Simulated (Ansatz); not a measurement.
A run on C (hcp type): DFT, PBE, PAW with Ansatz's default frozen-core files, scalar-relativistic (Ansatz 0.2.0).

Command: `ansatz run input.yaml --threads 1 --pin off --max-ram 2048MiB --backend cpu --events-out ev --progress --plain --runs-dir out`

```yaml
crystal:
  lattice:
    - [2.1003865828, 0.0, 0.0]
    - [-1.0501932914, 1.8189881384, 0.0]
    - [0.0, 0.0, 3.4026262641]
  atoms:
    - { symbol: C, position: [0.3333333333, 0.6666666667, 0.25] }
    - { symbol: C, position: [0.6666666667, 0.3333333333, 0.75] }
kpoints:
  mp_grid: { grid: [21, 21, 11] }
scf:
  occupations: { method: fermi_dirac, width: 0.1 }
hamiltonian:
  xc: pbe
  pseudopotentials: { kind: paw }
output:
  forces: true
  stress: true
relax:
  f_tol: 0.005
  max_steps: 40
  cell: {}
```

**Question.** How does the run end?

**Answer.** It stops unconverged after 242 iterations. The log ends:
```
--- Stress (GPa, compression-positive) ---
       -0.133675       0.000000       0.000000
        0.000000      -0.133675       0.000000
        0.000000       0.000000       0.485635
  P = ⅓ Tr σ = 0.0728 GPa (0.728 kbar)
End of that report.
Error: variable-cell relaxation did not converge after 41 `relax_step` rows, as none of its last 5 fresh-basis SCF(s) at a relaxed cell met both thresholds with a finite energy. The last misses `relax.cell.stress_tol`: largest allowed force component 9.94e-20 eV/Å (`relax.f_tol` 5.00e-3 eV/Å), stress off the target on the free part of the cell 4.86e-1 GPa (`relax.cell.stress_tol` 5.00e-2 GPa), F+E_penalty+E_count -494.00210739 eV. The closest is row 41, whose structure comes with this error. Larger ratio of force or stress to its threshold at each such SCF whose figures are numbers: 811.855, 170.784, 42.839, 19.320, 9.713. The dense FFT grid had 15×15×24 points at the cell where the steps before the first such SCF started and, at each such SCF in turn, 12×12×36, 12×12×40, 12×12×45, 12×12×48, 12×12×50, so 5 of them had another grid than the one listed just before. After the last such SCF `relax.max_steps` ran out. If the threshold ratios fall while the rows' cell is stable, continue in a new run from this error's structure with a larger `relax.max_steps`. Ratios that fall only as the cell collapses won't converge, and for ratios that don't fall see `relax.cell`. Where this run's directory can be resumed (`checkpoint.write`), a resume goes on for up to `relax.max_steps` more
  cell:  # Å, volume = 19.0453 Å³
    - [1.718147852068244, 0.0, 0.0]
    - [-0.859073926034122, 1.4879596873487668, 0.0]
    - [0.0, 0.0, 7.449660113547452]
  atoms:
    - { symbol: C, position: [0.3333333333333333, 0.6666666666666666, 0.24999999999999994] }
    - { symbol: C, position: [0.6666666666666666, 0.3333333333333333, 0.7499999999999998] }
```
